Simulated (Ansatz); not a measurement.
Data:

Si:
```
CELL_PARAMETERS angstrom
      0.00000     2.70105     2.70105
      2.70105     0.00000     2.70105
      2.70105     2.70105     0.00000
ATOMIC_POSITIONS crystal
  Si 0.50000 0.50000 0.50000
  Si 0.75000 0.75000 0.75000
```

This is the LDA-relaxed structure.

All from plane-wave PAW LDA (Ansatz code), unless another level is named. Predict the band gap.

0.44 eV (indirect).

Give the conduction-band minimum.

on the Γ–X line, 84 % of the way from Γ (6 equivalent valleys).

What about the valence-band maximum?

at Γ.

Space group Fd-3m (diamond). The LDA relaxation kept the symmetry of its start.

Potentials: the later of the program's two PAW sets.
